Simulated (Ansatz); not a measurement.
## Cu (fcc)

Level of theory: DFT, PBE, scalar-relativistic, no spin polarisation; plane waves to 420 eV with PAW datasets (Ansatz 0.2.0), 20×20×20 k-mesh, Gaussian smearing of 0.05 eV. The datasets are Ansatz's generated set soft_2.

```
Cu
1.0
     0.00000    1.81460    1.81460
     1.81460    0.00000    1.81460
     1.81460    1.81460    0.00000
Cu
1
Cartesian
  0.0000 0.0000 0.0000
```

```
Space group                          : Fm-3m (No. 225)
Volume                               : 11.95 Å³/atom
Band gap                             : zero (metallic)
Density of states at the Fermi level : 0.31 states/(eV·atom)
```

The calculation's cell holds 19 valence electrons, an odd number. Without magnetic order each band takes two, so one stays part-filled and the crystal must be a metal. (Only strong correlation, outside this picture, could make a Mott insulator of it.)

**What was measured.** A measured cell of cubic Cu (space group Fm-3m) at 293 K, from the Crystallography Open Database (1988, doi:10.1007/BF01174717), has a = 3.613 Å and 11.79 Å³/atom.

**Against experiment.** PBE gives 3.629 Å and 11.95 Å³/atom, +1.3 % in volume (+0.4 % in length) from the database's cell. PBE usually overestimates volumes by a few per cent.
